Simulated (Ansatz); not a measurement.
Trial structure of Ge2Sb3Se, not yet relaxed:

```yaml
crystal:
  lattice:
    - [4.31965, 0.00000, 0.00000]
    - [0.00000, 4.31965, 0.00000]
    - [0.00000, 0.00000, 8.08429]
  atoms:
    - { symbol: Ge, position: [0.00000, 0.50000, 0.50000] }
    - { symbol: Ge, position: [0.50000, 0.00000, 0.50000] }
    - { symbol: Sb, position: [0.50000, 0.50000, 0.50000] }
    - { symbol: Sb, position: [0.00000, 0.50000, 0.00000] }
    - { symbol: Sb, position: [0.50000, 0.00000, 0.00000] }
    - { symbol: Se, position: [0.50000, 0.50000, 0.00000] }
```

The calculation used DFT PBE, scalar-relativistic, plane waves, PAW (Ansatz 0.2.0). Settings: cutoff 420 eV, Γ-centred mesh 4×4×2 on the computed 6-atom cell, Gaussian smearing of 0.10 eV; no spin polarisation.

Formation energies are uncorrected and refer to the elements' standard structures at the same level.

Question: How far from equilibrium is it?

Answer: The pressure is 60.6 GPa (the mean over three directions, positive in compression), the largest force is 0.00 eV/Å (symmetry fixes the atoms), and the energy is +3.53 eV/atom against the elements. The shortest distance is 2.16 Å.

Question: Is it a good guess?

Answer: A poor one: relaxing gains about 3.1 eV/atom (the start's value is from the coarse mesh, so the gain is rough) in 26 ionic steps and ends at +0.43 eV/atom on the finer mesh. The symmetry stays P4/mmm (No. 123). The volume per atom grows by 26.5 %, from 25.1 to 31.8 Å³. The shortest distance goes from 2.16 Å (Ge–Sb and Sb–Se) to 2.83 Å (Ge–Sb and Sb–Se). The ratio c/a of the conventional cell changes by a factor of 0.52. Conventional cell: a = 5.811 Å, c = 5.651 Å. Ge has 4 Sb at 2.83–2.91 Å; Sb on a site of symmetry 4/mmm has 2 Se at 2.83 Å and 4 Ge at 2.91 Å; Se is surrounded by 6 Sb at 2.83–2.91 Å; 1 more site not described.

The last run used an 8×8×8 mesh for its 6-atom cell and Gaussian smearing of 0.10 eV. Spin–orbit coupling, which can matter for Sb, is left out. The cell is a metal run without spin; a magnetic state may lie lower. The reference form of Se is held partly by dispersion forces, which this level lacks. The relaxation can't lower the symmetry of the start, and the grade says only how near the guess is to its own end. Symmetry constrained the relaxation, so the result can be a saddle point. Another cell of Ge2Sb3Se relaxed alike, in P-4m2, lies 229 meV/atom lower, so this cell isn't the stable form at this level.
